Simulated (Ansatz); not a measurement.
WS2 in space group Pnnm (No. 58; W on 2a, S on 4g) at seven volumes, PBE (plane waves, PAW; program Ansatz), shape and atoms relaxed at each. One row is withheld.

```csv
V (Å³/atom),P (GPa)
15.702,10.35
16.219,5.92
16.737,?
17.254,0.00
17.772,-2.02
18.290,-3.74
18.807,-4.80
```

Question: Fit the shown pressures and predict the withheld one.

Answer: P = (3/2)B₀(x^(7/2) − x^(5/2))[1 + (3/4)(B′ − 4)(x − 1)] with x = (V₀/V)^(2/3). Least squares on the six rows gives V₀ = 17.245 Å³/atom, B₀ = 77.8 GPa, B′ = 7.56. At V = 16.737, x = 1.0201 and P = 2.60 GPa. The run itself gave 2.54 GPa.

The cell is a constructed one: a structure type filled with these elements; neither database checked (COD, Materials Project) lists it. It is not the phase usual at ambient conditions (space group No. 194). The PBE relaxation kept the symmetry of its start; its stability against distortions is not shown here. No spin polarisation was allowed. Scalar-relativistic: spin–orbit coupling is off unless named, which matters more the heavier the elements.

Potentials: the later of the program's two PAW sets.
